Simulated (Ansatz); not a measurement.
A generated cell, not matched to a known phase here, of Zn4OF3: Pm (No. 6), mP8; a = 5.623 Å, b = 3.025 Å, c = 5.986 Å, α = 90.00°, β = 102.32°, γ = 90.00°. These are PBEsol (plane waves to 420 eV, PAW, scalar-relativistic; Ansatz, an electronic-structure program) values and carry that method's errors. Element references, the lowest calculated here: Zn (P6₃/mmc), O (C2/m, ferromagnetic, forced by one molecule a cell; α-O2 is antiferromagnetic), F (R-3m, a generated molecular cell); gases are represented by their molecular solids.

Task: Give the formation energy of this Pm form of Zn4OF3 from the elements at the level PBEsol.

Result: -1.41 eV/atom.

Task: How does this cell stand against the other phases calculated?

Result: It lies 0.24 eV/atom above their hull: Zn4OF3 → 1.5 ZnF2 + ZnO + 1.5 Zn (ZnO P6₃mc, ZnF2 P4₂/mnm, Zn P6₃/mmc) releases that much. A lower structure of this composition may exist.

This is the hull of the energies calculated here, no anion corrections; phases that were not calculated are missing from it. Values are rounded to 0.01 eV/atom. Not shown to be the ambient phase of their composition (a lower form may be missing, and a cell relaxed within its start's symmetry can be a saddle point): Zn4OF3 (Pm). The compounds carry no spin polarisation.
